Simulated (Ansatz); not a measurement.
## CdBr$_{3}$: reading a single point

```
Br Cd
1.0
     7.71326    0.00000    0.00000
    -3.85663    6.67988    0.00000
     0.00000    0.00000    4.40310
Br Cd
6 2
Direct
  0.38770 0.30190 0.25000
  0.08580 0.38770 0.75000
  0.69810 0.08580 0.25000
  0.61230 0.69810 0.75000
  0.91420 0.61230 0.25000
  0.30190 0.91420 0.75000
  0.33330 0.66670 0.25000
  0.66660 0.33330 0.75000
```

Level: PBE, no spin polarisation; 420 eV; 5×5×8 Γ-centred mesh; fermi-dirac occupations (width 0.1 eV); Ansatz 0.2.0, fixed geometry.

Q: What happens at the Fermi level?

A: It is a metal, with about 14 states/eV a cell as the mean within 0.25 eV of the Fermi level, mostly Br p (98 %).

Q: Which element gives electrons and which takes them?

A: Bader charges in e: Cd +1.04, Br -0.35. In the mean Cd gives up most and Br takes most.

Q: Describe some of the short contacts.

A: Br–Cd at 3.00 Å: least valence density 0.18 e/Å³ and ELF 0.16 there. Br–Br at 3.45 Å: least valence density 0.09 e/Å³ and ELF 0.07 there. Both are smooth PAW fields, read partly inside the augmentation spheres.

Q: Is the cell too large or too small?

A: The pressure is 0.8 GPa (compression positive), so with the atoms held at these fractions the cell would first expand. The principal stresses 0.1, 1.2, 1.2 GPa differ, so its shape would change too.

Origin: a known structure type with other elements, at an estimated volume, so it need not be a known compound. Caveats: many states at the Fermi level without spin polarisation, so a magnetic state may lie lower.
